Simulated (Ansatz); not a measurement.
Te:
```xyz
3
Lattice="4.5175 0.0000 0.0000 -2.2587 3.9123 0.0000 0.0000 0.0000 5.9234" Properties=species:S:1:pos:R:3 pbc="T T T"
Te     1.1777     0.0000     1.9745
Te    -0.5888     1.0199     3.9489
Te     1.6699     2.8924     0.0000
```

Relaxed with r²SCAN+D4. Special points in fractions of this cell's reciprocal vectors: Γ (0.000, 0.000, 0.000); M (0.500, 0.000, 0.000); K (0.333, 0.333, 0.000); A (0.000, 0.000, 0.500); L (0.500, 0.000, 0.500); H (0.333, 0.333, 0.500).

Task: List the band energies nearest the valence-band maximum at these points for DFT-r²SCAN+D4 with spin–orbit coupling in the program Ansatz with PAW potentials.

Result: In eV from the valence-band maximum; about four levels below and three above (degenerate sets whole), none deeper than 8.9 eV; points with the same levels are listed once.

```tsv
k	below	above
Γ	-1.88 -1.88 -1.88 -1.88 -0.97 -0.97	0.65 0.65 1.21 1.21
M	-1.42 -1.42 -1.12 -1.12	0.97 0.97 1.10 1.10
K	-3.11 -3.11 -3.06 -2.68 -2.68	2.70 2.74 2.89 2.89
A	-1.47 -1.47 -1.23 -1.23	0.41 0.41 0.58 0.58
L	-2.22 -2.22 -0.33 -0.33	0.82 0.82 1.78 1.78
H	-0.38 -0.38 -0.12 -0.01	0.22 0.22 1.37
```

Space group P3_121 (trigonal Se type). Symmetry was held in the r²SCAN+D4 relaxation; phonons on a q-mesh show no instability.

Potentials: the later of the program's two PAW sets.
